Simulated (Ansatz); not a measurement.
# Property card for Au

Au:
```xyz
2
Lattice="2.8756 0.0000 0.0000 -1.4378 2.4903 0.0000 0.0000 0.0000 4.7572" Properties=species:S:1:pos:R:3 pbc="T T T"
Au     0.0000     1.6602     3.5679
Au     1.4378     0.8301     1.1893
```

Space group P6_3/mmc (No. 194), hcp (Mg type); conventional cell a = b = 2.876 Å, c = 4.757 Å, α = β = 90.00°, γ = 120.00°.

Method: PBEsol (plane waves, PAW; program Ansatz). Structure relaxed to zero pressure with the same functional. Other levels are named where they apply.

**Cell and energy**

```
Quantity               Value
---------------  -----------
Volume per atom     17.03 Å³
Density          19.20 g/cm³
```

**Electronic structure**

```
Quantity                                                                    Result
------------------------------------  --------------------------------------------
Electronic character                                             metallic (no gap)
Density of states at the Fermi level  0.30 states/eV per atom (mean over ±0.08 eV)
```

**Mechanics**

```
Property                                                                                       Value
--------------------------------------------  ------------------------------------------------------
Bulk modulus (Birch–Murnaghan fit)                                                           172 GPa
Pressure derivative B′                                                                           5.9
Elastic constants (relaxed ions, GPa)         C11 = 214, C12 = 165, C13 = 140, C33 = 238, C44 = 27.3
Mechanical stability                                          stable (all eigenvalues of C positive)
Hill bulk and shear moduli                                                          173 and 29.4 GPa
Young's modulus                                                                             83.5 GPa
Poisson's ratio                                                                                 0.42
Debye temperature from the elastic constants                                                   163 K
```

The workflow started from an entry of the Crystallography Open Database (COD), which files this formula under 2 space groups. It is not the phase usual at ambient conditions (space group No. 225). Symmetry was held in the PBEsol relaxation; whether a distortion lowers the energy is not shown. As this level gives no gap, shear constants depend on the k-mesh and smearing (Fermi–Dirac, 0.1 eV here). Axis ratios of metals converge slowly with the k-mesh, so a and c are less sure than the volume. On the denser mesh and wider smearing of the elastic run this cell carries a stress of 0.8 GPa. Spin–orbit coupling is left out wherever it is not named.

Potentials: the later of the program's two PAW sets.
